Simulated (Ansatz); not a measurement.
Ansatz (a program for electronic structure) input:

Ansatz 0.2 input:
```yaml
crystal:
  lattice:
    - [4.3983337009, 0.0, 0.0]
    - [0.0, 4.3983337009, 0.0]
    - [0.0, 0.0, 4.3983337009]
  atoms:
    - { symbol: Rb, position: [0.0, 0.0, 0.0] }
    - { symbol: Ca, position: [0.5, 0.5, 0.5] }
    - { symbol: H, position: [0.5, 0.0, 0.5] }
    - { symbol: H, position: [0.0, 0.5, 0.5] }
    - { symbol: H, position: [0.5, 0.5, 0.0] }
kpoints:
  mp_grid: { grid: [6, 6, 6] }
hamiltonian:
  xc: lda
  pseudopotentials: { kind: paw }
scf:
  occupations: { method: fixed }
elastic: { mode: relaxed_ion, stencil: two_point, amplitude: 0.005, f_tol: 0.0005 }
```

Output (shortened):

```
Pseudopotential: Rb, paw, valence charge 9
Pseudopotential: Ca, paw, valence charge 10
Pseudopotential: H, paw, valence charge 1
Functional definition: SPW92
Crystal: 5 atoms, lattice volume = 85.087 Å³
Basis set: ecut = 420 eV, 1743 PW (Γ)
Bands: 16, of which v1, the nominal top of the filled ones, is band 11 counted from 1 (10 counted from 0)
Symmetry: 48 space group operations
Space group: Pm-3m (ITA 221), of the structure as read, at distance tolerance 4.4e-5 Å
k-points: 20 of 216
SCF iter   1: F=—  HF=-4992.389938 eV  |F-HF|=—  |Δ(HF+E_count)|=         —  Δρ=1.08e-2  dr2=8.38e-2  ethr=1.77e-3  ⟨swp⟩=4.4  Hψ=1522  notcnv=0  defer=38
preconditioner: auto → Resta (q_TF=auto, 2.178 Å⁻¹)
SCF iter   2: F=—  HF=-4992.365234 eV  |F-HF|=—  |Δ(HF+E_count)|=   2.47e-2  Δρ=4.56e-3  dr2=1.56e-2  ethr=3.81e-4  ⟨swp⟩=1.3  Hψ=492  notcnv=0  defer=39
SCF iter   3: F=—  HF=-4992.359975 eV  |F-HF|=—  |Δ(HF+E_count)|=   5.26e-3  Δρ=4.41e-4  dr2=8.98e-5  ethr=7.11e-5  ⟨swp⟩=2.0  Hψ=407  notcnv=0  defer=53
SCF iter   4: F=—  HF=-4992.360011 eV  |F-HF|=—  |Δ(HF+E_count)|=   3.60e-5  Δρ=7.12e-5  dr2=2.74e-6  ethr=4.08e-7  ⟨swp⟩=2.1  Hψ=501  notcnv=0  defer=49
SCF iter   5: F=—  HF=-4992.359998 eV  |F-HF|=—  |Δ(HF+E_count)|=   1.36e-5  Δρ=9.92e-6  dr2=5.40e-8  ethr=1.25e-8  ⟨swp⟩=2.0  Hψ=484  notcnv=0  defer=23
SCF iter   6: F=—  HF=-4992.360006 eV  |F-HF|=—  |Δ(HF+E_count)|=   8.34e-6  Δρ=1.24e-6  dr2=7.86e-10  ethr=2.45e-10  ⟨swp⟩=2.6  Hψ=490  notcnv=0  defer=20
SCF iter   7: F=—  HF=-4992.360006 eV  |F-HF|=—  |Δ(HF+E_count)|=  5.39e-10  Δρ=1.76e-7  dr2=3.45e-11  ethr=3.57e-12  ⟨swp⟩=2.0  Hψ=500  notcnv=0  defer=20
SCF iter   8: F=—  HF=-4992.360006 eV  |F-HF|=—  |Δ(HF+E_count)|=  1.82e-12  Δρ=4.01e-8  dr2=1.55e-12  ethr=1.57e-13 (applied; sched 1.00e-12)  ⟨swp⟩=2.0  Hψ=500  notcnv=0  defer=20
SCF iter   9: F=-4992.360006 eV  HF=-4992.360006 eV  |F-HF|=1.82e-12  |Δ(HF+E_count)|=    0.00e0  Δρ=3.56e-9  dr2=1.14e-14  ethr=1.00e-12  ⟨swp⟩=11.4  Hψ=2114  notcnv=0
SCF 1 converged in 9 iterations: F = -4992.360006 eV  dr2 = 1.14e-14
Crystal: 5 atoms, lattice volume = 84.662 Å³
Basis set: ecut = 420 eV, 1663 PW (Γ)
Symmetry: 16 space group operations
k-points: 40 of 216
iter 1 solved again at ethr=1.00e-6 eV; its pass at ethr=3.10e-3 eV (dr2=2.20e-4 eV) is discarded
SCF iter   1: F=—  HF=-4992.359673 eV  |F-HF|=—  |Δ(HF+E_count)|=         —  Δρ=4.08e-4  dr2=1.76e-4  ethr=1.00e-6  ⟨swp⟩=3.4  Hψ=3608  notcnv=0  defer=103
preconditioner: auto → Resta (q_TF=auto, 2.179 Å⁻¹)
SCF iter   2: F=—  HF=-4992.359620 eV  |F-HF|=—  |Δ(HF+E_count)|=   5.21e-5  Δρ=1.71e-4  dr2=3.72e-5  ethr=8.02e-7  ⟨swp⟩=2.0  Hψ=680  notcnv=0  defer=50
SCF iter   3: F=—  HF=-4992.359608 eV  |F-HF|=—  |Δ(HF+E_count)|=   1.29e-5  Δρ=3.03e-5  dr2=1.07e-6  ethr=1.69e-7  ⟨swp⟩=2.0  Hψ=706  notcnv=0  defer=43
SCF iter   4: F=—  HF=-4992.359609 eV  |F-HF|=—  |Δ(HF+E_count)|=   1.23e-6  Δρ=8.59e-6  dr2=5.54e-8  ethr=4.88e-9  ⟨swp⟩=2.4  Hψ=951  notcnv=0  defer=41
SCF iter   5: F=—  HF=-4992.359609 eV  |F-HF|=—  |Δ(HF+E_count)|=   1.49e-8  Δρ=1.86e-6  dr2=2.03e-9  ethr=2.52e-10  ⟨swp⟩=2.0  Hψ=960  notcnv=0  defer=41
SCF iter   6: F=—  HF=-4992.359609 eV  |F-HF|=—  |Δ(HF+E_count)|=  3.05e-10  Δρ=2.56e-7  dr2=5.23e-11  ethr=9.25e-12  ⟨swp⟩=2.4  Hψ=899  notcnv=0  defer=41
SCF iter   7: F=—  HF=-4992.359609 eV  |F-HF|=—  |Δ(HF+E_count)|=  1.73e-11  Δρ=8.46e-8  dr2=5.35e-12  ethr=2.38e-13 (applied; sched 1.00e-12)  ⟨swp⟩=2.5  Hψ=978  notcnv=0  defer=41
SCF iter   8: F=-4992.359609 eV  HF=-4992.359609 eV  |F-HF|=1.82e-12  |Δ(HF+E_count)|=  1.82e-12  Δρ=6.70e-9  dr2=4.97e-14  ethr=1.00e-12  ⟨swp⟩=3.9  Hψ=2757  notcnv=0
SCF 2 converged in 8 iterations: F = -4992.359609 eV  dr2 = 4.97e-14
Crystal: 5 atoms, lattice volume = 85.513 Å³
iter 1 solved again at ethr=8.79e-10 eV; its pass at ethr=3.10e-3 eV (dr2=1.93e-7 eV) is discarded
SCF iter   1: F=—  HF=-4992.359587 eV  |F-HF|=—  |Δ(HF+E_count)|=         —  Δρ=8.35e-5  dr2=1.93e-7  ethr=8.79e-10  ⟨swp⟩=3.0  Hψ=3438  notcnv=0  defer=47
preconditioner: auto → Resta (q_TF=auto, 2.176 Å⁻¹)
SCF iter   2: F=—  HF=-4992.359593 eV  |F-HF|=—  |Δ(HF+E_count)|=   6.26e-6  Δρ=4.19e-5  dr2=4.28e-8  ethr=8.78e-10  ⟨swp⟩=2.0  Hψ=640  notcnv=0  defer=47
SCF iter   3: F=—  HF=-4992.359596 eV  |F-HF|=—  |Δ(HF+E_count)|=   2.12e-6  Δρ=1.73e-6  dr2=1.42e-10  ethr=1.94e-10  ⟨swp⟩=2.0  Hψ=647  notcnv=0  defer=47
SCF iter   4: F=—  HF=-4992.359596 eV  |F-HF|=—  |Δ(HF+E_count)|=   3.44e-9  Δρ=1.16e-7  dr2=8.88e-12  ethr=6.46e-13 (applied; sched 1.00e-12)  ⟨swp⟩=2.0  Hψ=998  notcnv=0  defer=47
SCF iter   5: F=—  HF=-4992.359596 eV  |F-HF|=—  |Δ(HF+E_count)|=  4.55e-12  Δρ=4.13e-8  dr2=6.16e-13  ethr=4.04e-14 (applied; sched 1.00e-12)  ⟨swp⟩=2.0  Hψ=948  notcnv=0  defer=47
SCF iter   6: F=-4992.359596 eV  HF=-4992.359596 eV  |F-HF|=1.82e-12  |Δ(HF+E_count)|=  9.09e-13  Δρ=3.82e-9  dr2=1.06e-14  ethr=1.00e-12  ⟨swp⟩=4.6  Hψ=2150  notcnv=0
SCF 3 converged in 6 iterations: F = -4992.359596 eV  dr2 = 1.06e-14
Crystal: 5 atoms, lattice volume = 85.087 Å³
Basis set: ecut = 420 eV, 1695 PW (Γ)
Symmetry: 8 space group operations
k-points: 52 of 216
iter 1 solved again at ethr=2.67e-7 eV; its pass at ethr=3.10e-3 eV (dr2=5.87e-5 eV) is discarded
SCF iter   1: F=—  HF=-4992.359898 eV  |F-HF|=—  |Δ(HF+E_count)|=         —  Δρ=9.64e-5  dr2=7.61e-6  ethr=2.67e-7  ⟨swp⟩=3.1  Hψ=4655  notcnv=0  defer=149
preconditioner: auto → Resta (q_TF=auto, 2.178 Å⁻¹)
SCF iter   2: F=—  HF=-4992.359897 eV  |F-HF|=—  |Δ(HF+E_count)|=   1.23e-6  Δρ=5.87e-5  dr2=3.00e-6  ethr=3.46e-8  ⟨swp⟩=1.3  Hψ=803  notcnv=0  defer=55
SCF iter   3: F=—  HF=-4992.359904 eV  |F-HF|=—  |Δ(HF+E_count)|=   7.37e-6  Δρ=4.19e-6  dr2=6.80e-9  ethr=1.36e-8  ⟨swp⟩=1.2  Hψ=792  notcnv=0  defer=53
SCF iter   4: F=—  HF=-4992.359898 eV  |F-HF|=—  |Δ(HF+E_count)|=   6.41e-6  Δρ=1.27e-6  dr2=5.64e-10  ethr=3.09e-11  ⟨swp⟩=2.1  Hψ=1333  notcnv=0  defer=52
SCF iter   5: F=—  HF=-4992.359898 eV  |F-HF|=—  |Δ(HF+E_count)|=  2.96e-10  Δρ=1.63e-7  dr2=1.55e-11  ethr=2.56e-12  ⟨swp⟩=2.2  Hψ=1012  notcnv=0  defer=52
SCF iter   6: F=—  HF=-4992.359898 eV  |F-HF|=—  |Δ(HF+E_count)|=  9.09e-13  Δρ=5.04e-8  dr2=1.04e-12  ethr=7.06e-14 (applied; sched 1.00e-12)  ⟨swp⟩=2.0  Hψ=1259  notcnv=0  defer=52
SCF iter   7: F=-4992.359898 eV  HF=-4992.359898 eV  |F-HF|=0.00e0  |Δ(HF+E_count)|=  9.09e-13  Δρ=7.27e-9  dr2=3.32e-14  ethr=1.00e-12  ⟨swp⟩=4.9  Hψ=2848  notcnv=0
SCF 4 converged in 7 iterations: F = -4992.359898 eV  dr2 = 3.32e-14
Crystal: 5 atoms, lattice volume = 85.087 Å³
iter 1 solved again at ethr=3.50e-10 eV; its pass at ethr=3.10e-3 eV (dr2=7.71e-8 eV) is discarded
SCF iter   1: F=—  HF=-4992.359893 eV  |F-HF|=—  |Δ(HF+E_count)|=         —  Δρ=6.37e-5  dr2=7.69e-8  ethr=3.50e-10  ⟨swp⟩=3.0  Hψ=4450  notcnv=0  defer=56
preconditioner: auto → Resta (q_TF=auto, 2.178 Å⁻¹)
SCF iter   2: F=—  HF=-4992.359897 eV  |F-HF|=—  |Δ(HF+E_count)|=   3.73e-6  Δρ=3.21e-5  dr2=1.93e-8  ethr=3.50e-10  ⟨swp⟩=1.0  Hψ=780  notcnv=0  defer=56
SCF iter   3: F=—  HF=-4992.359898 eV  |F-HF|=—  |Δ(HF+E_count)|=   1.27e-6  Δρ=2.46e-7  dr2=4.25e-11  ethr=8.76e-11  ⟨swp⟩=1.0  Hψ=780  notcnv=0  defer=56
SCF iter   4: F=—  HF=-4992.359898 eV  |F-HF|=—  |Δ(HF+E_count)|=  2.27e-11  Δρ=8.83e-8  dr2=9.93e-12  ethr=1.93e-13 (applied; sched 1.00e-12)  ⟨swp⟩=2.3  Hψ=1160  notcnv=0  defer=56
SCF iter   5: F=—  HF=-4992.359898 eV  |F-HF|=—  |Δ(HF+E_count)|=  1.82e-12  Δρ=3.23e-8  dr2=1.02e-12  ethr=4.51e-14 (applied; sched 1.00e-12)  ⟨swp⟩=2.5  Hψ=1105  notcnv=0  defer=56
SCF iter   6: F=—  HF=-4992.359898 eV  |F-HF|=—  |Δ(HF+E_count)|=  9.09e-13  Δρ=1.19e-8  dr2=1.46e-13  ethr=4.63e-15 (applied; sched 1.00e-12)  ⟨swp⟩=2.1  Hψ=946  notcnv=0  defer=56
SCF iter   7: F=-4992.359898 eV  HF=-4992.359898 eV  |F-HF|=9.09e-13  |Δ(HF+E_count)|=  3.64e-12  Δρ=1.64e-9  dr2=2.87e-15  ethr=1.00e-12  ⟨swp⟩=4.2  Hψ=2467  notcnv=0
SCF 5 converged in 7 iterations: F = -4992.359898 eV  dr2 = 2.87e-15
SCF converged after 9 iterations
Free energy (F): -4992.360006 eV
Harris-Foulkes:  -4992.360006 eV  (|F-HF|=1.82e-12)
Internal energy: -4992.360006 eV  (E = F + TS)
E sigma→0 (E₀):  -4992.360006 eV
Fermi energy:    2.583186 eV
--- Per-component energies (eV) ---
  E_band       = -246.005704
  E_kinetic    = 510.714839
  E_local      = -1368.192743  (includes V_loc(G=0)·N_el)
  E_nonlocal   = 248.298792
  E_hartree    = 406.010144
  E_xc         = -291.090161
  E_vxc        = -341.387493  (∫ρ·V_xc dr)
  E_paw        = -3341.139269  (= ΣΔE_a)
  E_vpaw       = -107.456126  (= ΣTr[D̂ρ^β])
  E_aug_tail   = -0.003262  (compensation charges beyond the density's cutoff)
  E_ewald      = -1157.512771
  E_core_change = 0.554425  (= ΣΔE_core)
  E_smearing   =  0.000000  (= −TS)
  E_closure    = 0.000000  (closes the sum)
  Σ components = -4992.360006   (vs F -4992.360006, Δ=0.00e0)
  [band-id]    e_kinetic+e_local+e_nonlocal+2·e_hartree+e_vxc+e_vpaw+e_augmentation_tail = -246.005705   (vs E_band -246.005704, Δ=-8.53e-7)
--- Forces (eV/Å), atoms counted from 1 ---
  atom   1  Rb     0.00000000     0.00000000     0.00000000
  atom   2  Ca     0.00000000     0.00000000     0.00000000
  atom   3  H      0.00000000     0.00000000     0.00000000
  atom   4  H      0.00000000     0.00000000     0.00000000
  atom   5  H      0.00000000     0.00000000     0.00000000
  max |Σ_I F_I| component: 0.0 eV/Å
--- Stress (GPa, compression-positive) ---
       -0.007634       0.000000       0.000000
        0.000000      -0.007634       0.000000
        0.000000       0.000000      -0.007634
  P = ⅓ Tr σ = -0.0076 GPa (-0.076 kbar)
--- Band table (eV; the first three rows and the last of 20) ---
  k-point 0: bands = ["-35.3896", "-22.6380", "-16.6735", "-16.6735", "-16.6735", "-6.6902", "-6.6902", "-6.6902", "-0.5042", "1.9837", "1.9837", "8.6166", "8.6166", "8.6166", "9.9788", "9.9788"]
  k-point 1: bands = ["-35.3891", "-22.6357", "-16.6851", "-16.6728", "-16.6728", "-6.7663", "-6.6860", "-6.6860", "-0.2425", "2.0412", "2.0505", "8.4661", "8.4661", "8.6957", "9.2196", "9.4186"]
  k-point 2: bands = ["-35.3883", "-22.6312", "-16.7082", "-16.6714", "-16.6714", "-6.9108", "-6.6778", "-6.6778", "0.4150", "1.9912", "2.1941", "8.2197", "8.2197", "8.5567", "8.5817", "8.8743"]
  k-point 19: bands = ["-35.3845", "-22.6094", "-16.7163", "-16.7163", "-16.7163", "-6.8648", "-6.8648", "-6.8648", "2.2843", "2.2843", "2.2843", "6.8748", "6.8748", "6.8748", "8.4945", "9.1006"]
--- Elastic constants: 2 strain directions × 2 members + reference (group order 48) ---
  dense FFT box of the reference and of every strained cell: 30×30×30
  strains applied: 11, 23; error gains: componentwise 1.00 (the most a stress slope's error grows in a printed constant), spectral 1.73 (1 for all six strains …
  C = ∂σ_k/∂η_j (tension-positive GPa; Voigt order 11 22 33 23 13 12):
        64.208     11.302     11.302      0.000      0.000      0.000
        11.302     64.208     11.302      0.000      0.000      0.000
        11.302     11.302     64.208      0.000      0.000      0.000
         0.000      0.000      0.000     18.953      0.000      0.000
         0.000      0.000      0.000      0.000     18.953      0.000
         0.000      0.000      0.000      0.000      0.000     18.953
  reference stress σ⁰ (GPa):      0.008      0.008      0.008      0.000      0.000      0.000
  C* (energy form; C + prestress term) asymmetry max|C*_kj − C*_jk| = 3.553e-15 GPa — a small one proves nothing (zero by symmetry where the batch's group is …
  moduli (Voigt/Reuss/Hill, GPa): K = 28.94/28.94/28.94   G = 21.95/21.38/21.67   E = 52.01   ν = 0.200
  mechanically stable: yes (min eigenvalue of sym C = 18.95 GPa)
  where every solve meets its electron count the energy-path curvature estimates C_jj along a normal strain and C_jj − ¼(σ⁰_aa + σ⁰_bb) along a shear (ab), of …
  strain η (Voigt 11):  stress-route row diagonal C_11 = 64.21 GPa, energy-path curvature d²(F+E_count+ΔE)/dδ²/Ω₀ = 64.12 GPa
         δ    σ_11 (GPa)             F (eV)   n_scf  n_hpsi   n_pw
    -5.000e-3      -0.3199       -4992.3596088       8   12245   1674   relax 0 steps, max|allowed force component| 0.0 eV/Å
     5.000e-3       0.3222       -4992.3595956       6    9531   1743   relax 0 steps, max|allowed force component| 0.0 eV/Å
  strain η (Voigt 23):  stress-route row diagonal C_44 = 18.95 GPa, energy-path curvature d²(F+E_count+ΔE)/dδ²/Ω₀ = 18.93 GPa
         δ    σ_23 (GPa)             F (eV)   n_scf  n_hpsi   n_pw
    -5.000e-3      -0.0948       -4992.3598979       7   13622   1695   relax 0 steps, max|allowed force component| 0.0 eV/Å
     5.000e-3       0.0948       -4992.3598979       7   12612   1695   relax 0 steps, max|allowed force component| 0.0 eV/Å
```

Cost: roughly 15 core-seconds on shared cores.

The workflow started from a Materials Project entry (that database holds measured and hypothetical structures alike); the Crystallography Open Database files this formula in space group No. 221, but the cells were not matched. Whether it is the stable phase at ambient conditions was not checked. The LDA relaxation kept the symmetry of its start; phonons on a q-mesh show no instability. Scalar-relativistic: spin–orbit coupling is off unless named, which matters more the heavier the elements.

Potentials: the later of the program's two PAW sets.

Ansatz is a plane-wave DFT program.
